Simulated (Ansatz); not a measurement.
ScPt: how the plane-wave cutoff moves the results

The calculation used Ansatz, DFT PBEsol, scalar-relativistic, plane waves, PAW.

```yaml
crystal:
  lattice:
    - [3.25088, 0.03543, 0.01918]
    - [0.03543, 3.23792, -0.00269]
    - [0.01918, -0.00269, 3.26373]
  atoms:
    - { symbol: Sc, position: [0.51237, 0.49115, 0.57814] }
    - { symbol: Pt, position: [0.02501, 0.94914, 0.99868] }
```

| Item | Value |
| --- | --- |
| Γ-centred k-mesh | 10×10×10 |
| occupation rule | Gaussian smearing, 0.1 eV |
| spin treatment | unpolarised |
| valence charge of the PAW sets | Sc 11, Pt 18 |

The atoms are held and the plane-wave cutoff is swept. Energies are extrapolated to zero smearing and count from the reference run, 600 eV. The cell was strained and its atoms displaced at random, so that forces don't vanish. Spin–orbit coupling is left out. Pressure is positive in compression and holds a correction for the finite cutoff (Pulay stress).

**Question.** One run gave ΔE = 90.8 meV/atom and P = 5.97 GPa. Which plane-wave cutoff did it use, of 200, 250, 300, 350, 420?

**Answer.** 300 eV. All runs:

| cutoff (eV) | ΔE (meV/atom) | P (GPa) | largest change of a force component (eV/Å) | plane waves at Γ |
| --- | --- | --- | --- | --- |
| 200 | 6402 | 11.27 | 0.414 | 233 |
| 250 | 916 | 5.47 | 0.182 | 305 |
| 300 | 90.8 | 5.97 | 0.006 | 419 |
| 350 | 5.22 | 5.76 | 0.000 | 487 |
| 420 | 1.14 | 5.75 | 0.000 | 683 |
| 600 | 0.00 | 5.74 | 0.000 | 1175 |